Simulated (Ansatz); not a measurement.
Ge2BN in space group R3m (No. 160; B on 3a, N on 3a, Ge on 3a, Ge on 3a), LDA (plane waves, PAW; program Ansatz), all energies at zero smearing, with the estimated change up to a 700 eV cutoff added, with one set of potentials and settings (totals compare only within such a set). Cell of 4 atoms (1 B, 1 N, 2 Ge): -8954.272 eV.

| element | reference phase | E (eV/atom) |
|---|---|---|
| B | R-3m, 12 atoms in the cell | -149.7761 |
| N | P4_2/mnm, 4 atoms in the cell | -373.6525 |
| Ge | Fd-3m, 2 atoms in the cell | -4215.7282 |

Formation energy per atom, worked out: (-8954.272 − 1×(-149.7761) − 1×(-373.6525) − 2×(-4215.7282))/4 = 0.153 eV/atom (15 kJ per mol of atoms), at 0 K, without zero-point energy or fitted corrections.

The start of the workflow was typed in or built on a structure type; neither database checked (COD, Materials Project) lists it. Whether it is the stable phase at ambient conditions was not checked. Symmetry was held in the LDA relaxation; its stability against distortions is not shown here. Its formation energy is positive at this level, so the cell may be metastable or incomplete. The references are the lowest solids computed at this level, not always the standard phases (solids in place of the gases).

Potentials: the earlier of the program's two PAW sets. The files were generated under PBE; for other functionals the program regenerates the frozen cores, and for LDA and PBEsol the local potential too.
